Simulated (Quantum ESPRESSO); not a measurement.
# ZrTa7: a guest atom moved from site to site

Simulated, not a measurement. The program is pw.x of Quantum ESPRESSO 7.5 (plane-wave density functional theory). The cell is made up: eight metal atoms on a hexagonal close-packed lattice, with elements, volume, strain and displacements drawn at random and not relaxed, so it may be unstable or far from any real phase. PseudoDojo standard norm-conserving files set the functional (PBE unless stated); there is no spin polarisation or spin-orbit coupling, the Fermi-Dirac width of 0.25 eV means electrons at about 2900 K, and the masses in the input are unused placeholders. Heavy elements are run without spin-orbit coupling, which real alloys of them have. A spin test at this wide smearing found no moment, but such smearing suppresses magnetism that the real alloy may have.

The runs move one Zr atom among sites that otherwise hold Ta. Cell, positions, cutoff, mesh and smearing stay as in the input of run 1; sites are counted in its order. Stress in the tables is positive in tension.

Input of run 1:

```
&control calculation='scf', pseudo_dir='./dojo.nc.sr.pbe.v0_5.standard.upf', outdir='./o', disk_io='minimal', tprnfor=.true., tstress=.true. /
&system ibrav=0, nat=8, ntyp=2, nbnd=70, ecutwfc=66.00178263, nosym=.true., tot_charge=0,
 occupations='smearing', smearing='fd', degauss=0.0183746611
/
&electrons conv_thr=1.470e-08, electron_maxstep=70, mixing_beta=0.5 /
ATOMIC_SPECIES
Ta 1.0 Ta.upf
Zr 1.0 Zr.upf
CELL_PARAMETERS angstrom
-0.0462 5.2284 0.0159
2.9273 -0.0121 4.7411
3.0419 -0.0412 -4.8138
ATOMIC_POSITIONS angstrom
Zr -0.0573 0.0231 -0.0023
Ta 2.8822 -0.0532 -0.0149
Ta 3.0086 1.71 -2.321
Ta 2.9062 1.7921 2.4207
Ta 1.3673 2.5795 -0.0478
Ta 4.5312 2.6119 -0.0441
Ta 1.4636 4.36 -2.4479
Ta 1.405 4.3705 2.3566
K_POINTS automatic
5 5 5 1 1 1
```

| run | elements on sites 1 to 8 | free energy less that of run 1 (eV) | -TS (eV) | pressure (GPa) | stress xx (GPa) | stress yy (GPa) | stress zz (GPa) | stress yz (GPa) | stress xz (GPa) | stress xy (GPa) | iterations |
| --- | --- | --- | --- | --- | --- | --- | --- | --- | --- | --- | --- |
| 1 | Zr Ta Ta Ta Ta Ta Ta Ta | 0.000 | -2.150 | 7.52 | -4.69 | -4.39 | -13.47 | -0.20 | 1.22 | -0.33 | 17 |
| 2 | Ta Ta Zr Ta Ta Ta Ta Ta | -0.088 | -2.141 | 7.49 | -4.61 | -4.37 | -13.49 | -0.23 | 1.18 | -0.11 | 15 |
| 3 | Ta Ta Ta Zr Ta Ta Ta Ta | -0.026 | -2.151 | 7.46 | -4.68 | -4.22 | -13.48 | -0.46 | 1.22 | -0.17 | 16 |
| 4 | Ta Ta Ta Ta Zr Ta Ta Ta | 0.004 | -2.152 | 7.40 | -4.60 | -4.15 | -13.46 | -0.53 | 1.23 | -0.26 | 16 |
| 5 | Ta Ta Ta Ta Ta Ta Zr Ta | -0.034 | -2.152 | 7.50 | -4.64 | -4.18 | -13.67 | -0.43 | 1.18 | -0.26 | 15 |
| 6 | Ta Ta Ta Ta Ta Ta Ta Zr | -0.034 | -2.151 | 7.53 | -4.71 | -4.31 | -13.58 | -0.35 | 1.35 | -0.05 | 16 |

Forces Fx Fy Fz (eV/Å):

```
site              run 1              run 2              run 3              run 4              run 5              run 6
   1   -0.08 0.00 -0.09  -0.07 -0.27 -0.35   -0.05 -0.35 0.28   -0.41 0.00 -0.08    0.06 0.24 -0.13   -0.04 0.23 -0.04
   2   0.28 -0.09 -0.12    0.20 -0.20 0.19   0.15 -0.15 -0.47    0.56 0.19 -0.16    0.10 0.41 -0.12    0.24 0.37 -0.31
   3   -0.08 0.07 -0.13  -0.13 -0.07 -0.45   -0.15 0.06 -0.37   0.05 -0.36 -0.43   0.30 -0.16 -0.37  -0.43 -0.20 -0.40
   4    0.15 0.12 -1.32    0.18 0.02 -0.88   0.20 -0.31 -1.28  -0.05 -0.51 -1.04  -0.24 -0.38 -0.96   0.50 -0.31 -0.91
   5     1.12 0.29 0.73     0.62 0.36 0.69     0.84 0.42 0.85     1.04 0.20 0.87    0.84 -0.16 1.05    0.80 -0.13 0.43
   6    -1.02 0.03 0.59    -0.48 0.29 0.53    -0.67 0.30 0.73   -0.89 -0.16 0.52   -0.71 -0.27 0.21   -0.68 -0.24 0.94
   7   -0.24 -0.18 0.36   -0.50 -0.06 0.25     0.25 0.08 0.27   -0.14 0.31 -0.02    -0.14 0.11 0.38    -0.12 0.25 0.24
   8  -0.15 -0.23 -0.01    0.17 -0.07 0.02  -0.58 -0.05 -0.02    -0.16 0.32 0.35   -0.20 0.20 -0.05    -0.28 0.03 0.05
```

The sites are displaced and not relaxed, so the energy differences mix bonding between neighbours with strain and are not ordering energies. A rerun of one cell of this series at a higher cutoff and on a denser mesh moved values by no more than 0.006 eV in energy, 0.06 GPa in stress and 0.007 eV/Å in force, and a second program with other atomic files agreed on that cell to 2 % rms in force and 0.5 GPa in pressure.